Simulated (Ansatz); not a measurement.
Below is a relaxed structure of MgVS3. The cell was found from a structure generator's guess, not taken from experiment.

All numbers below come from DFT PBE, scalar-relativistic, plane waves, PAW (Ansatz). Cutoff 420 eV, Γ-centred mesh, Gaussian smearing, collinear spin.

```
Mg V S
1.0
     4.59616    0.00000    0.00000
     0.00000    4.59616    0.00000
     0.00000    0.00000    4.59616
Mg V S
1 1 3
Direct
  0.50000 0.50000 0.50000
  0.00000 0.00000 0.00000
  0.50000 0.00000 0.00000
  0.00000 0.50000 0.00000
  0.00000 0.00000 0.50000
```

Formation energies are uncorrected and refer to the elements' standard structures at the same level.

(1) Find its symmetry and describe it.

(2) How far does it lie from the elements in energy?

(3) Is it a metal?

(4) Which magnetic moments does it keep?

(5) From what recipe could a structure generator have reached it?

Results:

(1) Pm-3m (No. 221), the cubic perovskite type. Conventional cell: a = 4.596 Å. Mg is surrounded by 12 S at 3.25 Å; V has 6 S at 2.30 Å; S is surrounded by 2 V at 2.30 Å, 4 Mg at 3.25 Å and 8 S at 3.25 Å.

(2) −0.43 eV/atom. It lies below the elements, which doesn't yet make it stable against other compounds or structures.

(3) Yes, bands cross the Fermi level on the 8×8×8 mesh.

(4) 0.00 μB per atom net, the space between the atoms included; by site: all under 0.1 μB.

(5) One such recipe: perovskite family, tilts a0a0a0 (Pm-3m, No. 221). Other recipes can lead to the same cell.

The last run used collinear spin, an 8×8×8 mesh for its 5-atom cell and Gaussian smearing of 0.10 eV. No Hubbard U is applied to the 3d shell of V. The reference form of S is held partly by dispersion forces, which this level lacks. A structure relaxed within its symmetry needn't be a true minimum.
